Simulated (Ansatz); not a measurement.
Each is relaxed and computed with the program Ansatz at the r²SCAN level (PAW). Which is the only metal?
(A) K2PdC2, P-3m1 (K on 2d, Pd on 1a, C on 2c)
(B) Ho2CF2, P-3m1 (Ho on 2d, C on 1a, F on 2d)
(C) Rb2PdC2, P-3m1 (C on 2c, Rb on 2d, Pd on 1a)
(D) Cr2C, P-3m1 (Cr on 2d, C on 1b)

D, Cr2C, P-3m1 (Cr on 2d, C on 1b). Cr2C: metal; Ho2CF2: gap 1.27 eV (indirect); Rb2PdC2: gap 1.73 eV (direct); K2PdC2: gap 1.58 eV. Caveat: open 4f shells can settle in a state that is not the lowest. Spin orders computed, not proven ground states: Ho2CF2, P-3m1 (Ho on 2d, C on 1a, F on 2d) ferromagnetic. Standing as an ambient phase not checked: Cr2C, P-3m1 (Cr on 2d, C on 1b); Ho2CF2, P-3m1 (Ho on 2d, C on 1a, F on 2d); Rb2PdC2, P-3m1 (C on 2c, Rb on 2d, Pd on 1a); K2PdC2, P-3m1 (K on 2d, Pd on 1a, C on 2c). All cells were relaxed under the symmetry of their starts (and spin orders); stability against distortions was not tested throughout. Rows with no word on spin ran without spin polarisation. No Hubbard U is applied. Spin–orbit coupling is left out wherever it is not named.

Potentials: the later of the program's two PAW sets.
